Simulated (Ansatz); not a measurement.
Relaxed-ion elastic tensor of Al$_{2}$Pt (fluorite or antifluorite type, space group No. 225) in GPa (Voigt order), DFT-LDA in the program Ansatz with PAW potentials; density 8.25 g/cm³, 16.71 Å³ per atom.

```
 194   121   121   0.0   0.0   0.0
 121   194   121   0.0   0.0   0.0
 121   121   194   0.0   0.0   0.0
 0.0   0.0   0.0  48.7   0.0   0.0
 0.0   0.0   0.0   0.0  48.7   0.0
 0.0   0.0   0.0   0.0   0.0  48.7
```

Question: Is the crystal mechanically stable?

Answer: Yes: the smallest eigenvalue of C is 48.7 GPa.

Question: Work out the Voigt, Reuss and Hill averages.

Answer: K_V = 145, K_R = 145, K_H = 145; G_V = 43.8, G_R = 42.9, G_H = 43.4 GPa.

Question: Give Young's modulus, Poisson's ratio, Pugh's ratio and the universal anisotropy index.

Answer: E = 9KG/(3K + G) = 118 GPa; ν = 0.36; K/G = 3.35 (ductile by the Pugh limit of 1.75); A_U = 5G_V/G_R + K_V/K_R − 6 = 0.10.

Question: Estimate the sound speeds and the Debye temperature.

Answer: v_l = √((K + 4G/3)/ρ) = 4960 m/s, v_t = √(G/ρ) = 2290 m/s, mean 2580 m/s; Θ = (h/k)(3n/4πV)^(1/3) v_m = 301 K.

Question: Give the Zener ratio and Young's modulus along [100], [110] and [111].

Answer: A = 2C44/(C11 − C12) = 1.33; 1/E = S11 − 2(S11 − S12 − S44/2)Γ with Γ = 0, 1/4, 1/3 gives 101, 122, 131 GPa.

Question: Solve the Christoffel equation for the three sound speeds along [100], [110], [111].

Answer: Eigenvalues of C_ijkl n_j n_l equal ρv². In km/s, slowest first: [100] 2.43, 2.43, 4.85; [110] 2.10, 2.43, 5.00; [111] 2.22, 2.22, 5.05.

Space group Fm-3m (fluorite or antifluorite type). The cell was relaxed with LDA under the symmetry of its start; of distortions, only those at the zone centre were tested. No spin polarisation was allowed. As this level gives no gap, shear constants depend on the k-mesh and smearing (Fermi–Dirac, 0.1 eV here). Scalar-relativistic: spin–orbit coupling is off unless named, which matters more the heavier the elements.

Potentials: the later of the program's two PAW sets.
